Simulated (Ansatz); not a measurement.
PtAu in space group P-6m2 (No. 187; Pt on 1e, Au on 1b) at seven volumes, PBEsol in the plane-wave PAW code Ansatz, shape and atoms relaxed at each. One row is withheld.

```csv
V (Å³/atom),P (GPa)
14.561,27.47
15.041,?
15.521,7.44
16.001,0.01
16.481,-6.09
16.961,-11.06
17.441,-15.08
```

Question: Fit the shown pressures and predict the withheld one.

Answer: Third-order Birch–Murnaghan: P = (3/2)B₀(x^(7/2) − x^(5/2))[1 + (3/4)(B′ − 4)(x − 1)] with x = (V₀/V)^(2/3). Least squares on the six rows gives V₀ = 16.001 Å³/atom, B₀ = 223.4 GPa, B′ = 5.63. At V = 15.041, x = 1.0421 and P = 16.45 GPa. The run itself gave 16.49 GPa.

The workflow started from a Materials Project entry (that database holds measured and hypothetical structures alike); the Crystallography Open Database copy checked does not list it. With Pt and Au taken as one species the cell has the higher symmetry P6_3/mmc, so it may be an ordered model of a mixed-site phase. Its standing as an ambient phase is unchecked. The PBEsol relaxation kept the symmetry of its start; its stability against distortions is not shown here. The run is not spin-polarised. Scalar-relativistic: spin–orbit coupling is off unless named, which matters more the heavier the elements.

Potentials: the later of the program's two PAW sets.
